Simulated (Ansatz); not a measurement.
With r²SCAN (plane waves, PAW; program Ansatz), ZrCu in the monoclinic phase (Pm; Pearson symbol mP10) relaxes to a = 5.339 Å, b = 4.920 Å, c = 6.617 Å, β = 98.2°. Its formation energy from the elements is -0.052 eV/atom, with no fitted shifts.

Electronic character: metallic (no gap).

The start of the workflow was typed in or built on a structure type; neither database checked (COD, Materials Project) lists it. Whether it is the stable phase at ambient conditions was not checked. Symmetry was held in the r²SCAN relaxation; its stability against distortions is not shown here. No spin polarisation was allowed. Axis ratios of metals converge slowly with the k-mesh, so a and c are less sure than the volume. The references are the lowest solids computed at this level, not always the standard phases. Scalar-relativistic: spin–orbit coupling is off unless named, which matters more the heavier the elements.

Potentials: the earlier of the program's two PAW sets.
